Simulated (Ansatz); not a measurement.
Input, command and steps of an Ansatz relaxation.

```yaml
crystal:
  lattice:
    - [5.7009463897, 0.0, 0.0]
    - [-2.8504731949, 4.937164399, 0.0]
    - [0.0, 0.0, 5.1502195939]
  atoms:
    - { symbol: Li, position: [0.3115, 0.3115, 0.25] }
    - { symbol: Li, position: [0.0, 0.3115, 0.75] }
    - { symbol: Li, position: [0.6885, 0.0, 0.25] }
    - { symbol: Li, position: [0.6885, 0.6885, 0.75] }
    - { symbol: Li, position: [0.0, 0.6885, 0.25] }
    - { symbol: Li, position: [0.3115, 0.0, 0.75] }
    - { symbol: Sr, position: [0.0, 0.0, 0.0] }
    - { symbol: Sr, position: [0.0, 0.0, 0.5] }
basis:
  ecutwfc: 420
kpoints:
  mp_grid: { grid: [6, 6, 4] }
hamiltonian:
  xc: pbe
scf:
  occupations: { method: gaussian, width: 0.1 }
  lower_state_search: "off"
output:
  forces: true
  stress: true
  eigenvalues: true
relax:
  adjacent_minimum: "off"
  f_tol: 0.04
  max_steps: 70
  cell: { stress_tol: 0.4 }
```

```bash
ansatz run input.yaml --threads 1 --pin off --max-ram 2560MiB --backend cpu --events-out ev --progress --plain --runs-dir out
```

Computed with DFT PBE, scalar-relativistic, plane waves, PAW in Ansatz.

Of 15 frames 10 are shown, positions in Å and forces in eV/Å; the SCF threshold varies from step to step. Steps run on the plane waves of an earlier cell, with a Pulay correction in the pressure. The basis is chosen afresh for the last frame, the zero of the energies, and at times for earlier ones too; energy and pressure step there, also at an unchanged geometry. Here that happened at step 11 (-19 meV/atom, 0.7 GPa); the frames before carry an error of that size.

```xyz
8
Lattice="5.7009 0.0000 0.0000 -2.8505 4.9372 0.0000 0.0000 0.0000 5.1502" Properties=species:S:1:pos:R:3:forces:R:3 pbc="T T T" step=1 free_energy_over_end_meV_per_atom=2012.52 pressure_GPa=22.83
Li    0.8879    1.5379    1.2876    2.1444    3.7142    0.0000
Li   -0.8879    1.5379    3.8627   -2.1444    3.7142    0.0000
Li    3.9251    0.0000    1.2876   -4.2888    0.0000    0.0000
Li    1.9626    3.3992    3.8627   -2.1444   -3.7142    0.0000
Li   -1.9626    3.3992    1.2876    2.1444   -3.7142    0.0000
Li    1.7758    0.0000    3.8627    4.2888    0.0000    0.0000
Sr    0.0000    0.0000    0.0000    0.0000    0.0000    0.0000
Sr    0.0000    0.0000    2.5751    0.0000    0.0000    0.0000
8
Lattice="5.8446 0.0000 0.0000 -2.9223 5.0616 0.0000 0.0000 0.0000 5.6560" Properties=species:S:1:pos:R:3:forces:R:3 pbc="T T T" step=3 free_energy_over_end_meV_per_atom=816.16 pressure_GPa=10.87
Li    1.0913    1.8902    1.4140    1.0604    1.8367    0.0000
Li   -1.0913    1.8902    4.2420   -1.0604    1.8367    0.0000
Li    3.6620    0.0000    1.4140   -2.1209    0.0000    0.0000
Li    1.8310    3.1713    4.2420   -1.0604   -1.8367    0.0000
Li   -1.8310    3.1713    1.4140    1.0604   -1.8367    0.0000
Li    2.1826    0.0000    4.2420    2.1209    0.0000    0.0000
Sr    0.0000    0.0000    0.0000    0.0000    0.0000    0.0000
Sr    0.0000    0.0000    2.8280    0.0000    0.0000    0.0000
8
Lattice="5.9619 0.0000 0.0000 -2.9810 5.1632 0.0000 0.0000 0.0000 5.9110" Properties=species:S:1:pos:R:3:forces:R:3 pbc="T T T" step=4 free_energy_over_end_meV_per_atom=478.62 pressure_GPa=6.90
Li    1.1987    2.0761    1.4778    0.6897    1.1946    0.0000
Li   -1.1987    2.0761    4.4333   -0.6897    1.1946    0.0000
Li    3.5646    0.0000    1.4778   -1.3794    0.0000    0.0000
Li    1.7823    3.0870    4.4333   -0.6897   -1.1946    0.0000
Li   -1.7823    3.0870    1.4778    0.6897   -1.1946    0.0000
Li    2.3973    0.0000    4.4333    1.3794    0.0000    0.0000
Sr    0.0000    0.0000    0.0000    0.0000    0.0000    0.0000
Sr    0.0000    0.0000    2.9555    0.0000    0.0000    0.0000
8
Lattice="6.1362 0.0000 0.0000 -3.0681 5.3141 0.0000 0.0000 0.0000 6.4132" Properties=species:S:1:pos:R:3:forces:R:3 pbc="T T T" step=6 free_energy_over_end_meV_per_atom=146.22 pressure_GPa=2.80
Li    1.3851    2.3991    1.6033    0.2645    0.4582    0.0000
Li   -1.3851    2.3991    4.8099   -0.2645    0.4582    0.0000
Li    3.3659    0.0000    1.6033   -0.5290    0.0000    0.0000
Li    1.6830    2.9150    4.8099   -0.2645   -0.4582    0.0000
Li   -1.6830    2.9150    1.6033    0.2645   -0.4582    0.0000
Li    2.7703    0.0000    4.8099    0.5290    0.0000    0.0000
Sr    0.0000    0.0000    0.0000    0.0000    0.0000    0.0000
Sr    0.0000    0.0000    3.2066    0.0000    0.0000    0.0000
8
Lattice="6.1939 0.0000 0.0000 -3.0970 5.3641 0.0000 0.0000 0.0000 6.6633" Properties=species:S:1:pos:R:3:forces:R:3 pbc="T T T" step=7 free_energy_over_end_meV_per_atom=77.24 pressure_GPa=1.68
Li    1.4573    2.5241    1.6658    0.1474    0.2553    0.0000
Li   -1.4573    2.5241    4.9975   -0.1474    0.2553    0.0000
Li    3.2793    0.0000    1.6658   -0.2948    0.0000    0.0000
Li    1.6396    2.8400    4.9975   -0.1474   -0.2553    0.0000
Li   -1.6396    2.8400    1.6658    0.1474   -0.2553    0.0000
Li    2.9146    0.0000    4.9975    0.2948    0.0000    0.0000
Sr    0.0000    0.0000    0.0000    0.0000    0.0000    0.0000
Sr    0.0000    0.0000    3.3317    0.0000    0.0000    0.0000
8
Lattice="6.2315 0.0000 0.0000 -3.1158 5.3967 0.0000 0.0000 0.0000 7.1651" Properties=species:S:1:pos:R:3:forces:R:3 pbc="T T T" step=9 free_energy_over_end_meV_per_atom=29.80 pressure_GPa=0.14
Li    1.5467    2.6790    1.7913    0.0157    0.0271    0.0000
Li   -1.5467    2.6790    5.3739   -0.0157    0.0271    0.0000
Li    3.1381    0.0000    1.7913   -0.0313    0.0000    0.0000
Li    1.5690    2.7177    5.3739   -0.0157   -0.0271    0.0000
Li   -1.5690    2.7177    1.7913    0.0157   -0.0271    0.0000
Li    3.0934    0.0000    5.3739    0.0313    0.0000    0.0000
Sr    0.0000    0.0000    0.0000    0.0000    0.0000    0.0000
Sr    0.0000    0.0000    3.5826    0.0000    0.0000    0.0000
8
Lattice="6.2177 0.0000 0.0000 -3.1088 5.3847 0.0000 0.0000 0.0000 7.2496" Properties=species:S:1:pos:R:3:forces:R:3 pbc="T T T" step=10 free_energy_over_end_meV_per_atom=28.96 pressure_GPa=-0.03
Li    1.5534    2.6906    1.8124    0.0014    0.0024    0.0000
Li   -1.5534    2.6906    5.4372   -0.0014    0.0024    0.0000
Li    3.1109    0.0000    1.8124   -0.0028    0.0000    0.0000
Li    1.5554    2.6941    5.4372   -0.0014   -0.0024    0.0000
Li   -1.5554    2.6941    1.8124    0.0014   -0.0024    0.0000
Li    3.1068    0.0000    5.4372    0.0028    0.0000    0.0000
Sr    0.0000    0.0000    0.0000    0.0000    0.0000    0.0000
Sr    0.0000    0.0000    3.6248    0.0000    0.0000    0.0000
8
Lattice="6.2249 0.0000 0.0000 -3.1124 5.3909 0.0000 0.0000 0.0000 7.4995" Properties=species:S:1:pos:R:3:forces:R:3 pbc="T T T" step=12 free_energy_over_end_meV_per_atom=2.75 pressure_GPa=0.22
Li    1.5561    2.6953    1.8749    0.0001    0.0001    0.0000
Li   -1.5561    2.6953    5.6246   -0.0001    0.0001    0.0000
Li    3.1126    0.0000    1.8749   -0.0002    0.0000    0.0000
Li    1.5563    2.6955    5.6246   -0.0001   -0.0001    0.0000
Li   -1.5563    2.6955    1.8749    0.0001   -0.0001    0.0000
Li    3.1123    0.0000    5.6246    0.0002    0.0000    0.0000
Sr    0.0000    0.0000    0.0000    0.0000    0.0000    0.0000
Sr    0.0000    0.0000    3.7497    0.0000    0.0000    0.0000
8
Lattice="6.1752 0.0000 0.0000 -3.0876 5.3479 0.0000 0.0000 0.0000 7.7570" Properties=species:S:1:pos:R:3:forces:R:3 pbc="T T T" step=13 free_energy_over_end_meV_per_atom=0.20 pressure_GPa=0.06
Li    1.5438    2.6740    1.9392    0.0000    0.0000    0.0000
Li   -1.5438    2.6740    5.8177    0.0000    0.0000    0.0000
Li    3.0876    0.0000    1.9392    0.0000    0.0000    0.0000
Li    1.5438    2.6739    5.8177    0.0000    0.0000    0.0000
Li   -1.5438    2.6739    1.9392    0.0000    0.0000    0.0000
Li    3.0876    0.0000    5.8177    0.0000    0.0000    0.0000
Sr    0.0000    0.0000    0.0000    0.0000    0.0000    0.0000
Sr    0.0000    0.0000    3.8785    0.0000    0.0000    0.0000
8
Lattice="6.1663 0.0000 0.0000 -3.0831 5.3401 0.0000 0.0000 0.0000 7.8234" Properties=species:S:1:pos:R:3:forces:R:3 pbc="T T T" step=15 free_energy_over_end_meV_per_atom=0.00 pressure_GPa=0.01
Li    1.5415    2.6700    1.9559    0.0000    0.0001    0.0000
Li   -1.5415    2.6700    5.8676    0.0000    0.0001    0.0000
Li    3.0832    0.0000    1.9559   -0.0001    0.0000    0.0000
Li    1.5416    2.6701    5.8676    0.0000   -0.0001    0.0000
Li   -1.5416    2.6701    1.9559    0.0000   -0.0001    0.0000
Li    3.0831    0.0000    5.8676    0.0001    0.0000    0.0000
Sr    0.0000    0.0000    0.0000    0.0000    0.0000    0.0000
Sr    0.0000    0.0000    3.9117    0.0000    0.0000    0.0000
```

The start puts this composition into another compound's structure type, which needn't suit it. The cell swells from 18.1 to 32.2 Å³ an atom, so the end can be far from any stable crystal. At the end the space group is P6/mmm (tolerance 0.05 Å).

Time: 95 s on 1 thread of Intel(R) Xeon(R) Platinum 8375C CPU @ 2.90GHz (Ice Lake) (shared host), peak memory 0.55 GiB.

The k mesh is coarse.